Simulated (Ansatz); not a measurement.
The cell is ZnInGaO4 (R3m) from a database structure; cell and atoms were relaxed with r2SCAN. Space group R3m (No. 160), trigonal; conventional cell a = 3.310 Å, c = 25.764 Å, 11.64 Å³ an atom. Zn is surrounded by 4 O at 1.97–1.99 Å; In is surrounded by 6 O at 2.19 Å; Ga is surrounded by 5 O at 1.91–1.97 Å; O is surrounded by 1 Zn at 1.97 Å and 3 In at 2.19 Å; O is surrounded by 1 Ga at 1.95 Å and 3 In at 2.19 Å; O is surrounded by 3 Ga at 1.91 Å; O is surrounded by 1 Ga at 1.97 Å and 3 Zn at 1.99 Å.

```
CELL_PARAMETERS angstrom
1.65524 0.95566 8.58808
-1.65524 0.95566 8.58808
0.00000 -1.91131 8.58808
ATOMIC_POSITIONS crystal
Zn 0.21875 0.21875 0.21875
In 0.00307 0.00307 0.00307
Ga 0.78710 0.78710 0.78710
O 0.29520 0.29520 0.29520
O 0.71137 0.71137 0.71137
O 0.12102 0.12102 0.12102
O 0.86348 0.86348 0.86348
```

The questions ask for values computed with Ansatz 0.2.0 on this geometry. No magnetic order and no zero-point or thermal motion.

Q: Is there a gap with PBE, and of what kind?

A: With PBE the gap is 1.29 eV and direct, at Γ.

Q: How does the gap change from PBE to PBE+SOC (10×10×10)?

A: PBE+SOC gives a direct gap of 1.27 eV at Γ. The gap differs by -0.02 eV from PBE's.

Q: What does r2SCAN give for the gap (10×10×10 mesh)?

A: With r2SCAN the gap is 1.77 eV and direct, at Γ. The gap differs by +0.47 eV from PBE's.

Only the levels marked +SOC include spin-orbit coupling.
